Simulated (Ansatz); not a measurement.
A distorted cell of Hf (hcp, Mg type):

```yaml
crystal:
  lattice:
    - [3.20412, 0.00000, 0.00000]
    - [-1.60206, 2.77485, 0.00000]
    - [0.00000, 0.00000, 5.06894]
  atoms:
    - { symbol: Hf, position: [0.40361, 0.80721, 0.75000] }
    - { symbol: Hf, position: [0.66667, 0.33333, 0.25000] }
```

Method: PBE (plane waves to 420 eV, PAW, scalar-relativistic; Ansatz, a program for electronic structure). k mesh 13×13×8 (Γ-centred), Fermi-Dirac smearing 0.05 eV. Energies are smeared free energies. Compression counts positive. With partly filled bands, energies and forces of such displacements shift with the k mesh and the smearing. Hf is run without spin polarisation. Hf was relaxed with its symmetry unable to fall. Spin-orbit coupling is left out, though Hf is heavy. The PAW data are Ansatz's earlier set.

Q: What forces act on the atoms (eV/Å, Cartesian)?

A: 
```csv
atom,Fx,Fy,Fz
Hf1,0.000,-0.724,0.000
Hf2,0.000,0.724,0.000
```

Q: Give the stress tensor in GPa and the pressure.

A: 
```
   -5.4      0.0      0.0
    0.0      2.3      0.0
    0.0      0.0      2.0
```
The pressure, a third of the trace, is -0.4 GPa.

Q: In it atom 1 sits (0.000, 0.390, 0.000) Å away from its relaxed site. What is its energy relative to the relaxed cell?

A: 157 meV/cell.

(A displaced cell: forces are minus the slopes of the energy, force constants its curvatures, and phonons follow from these.)
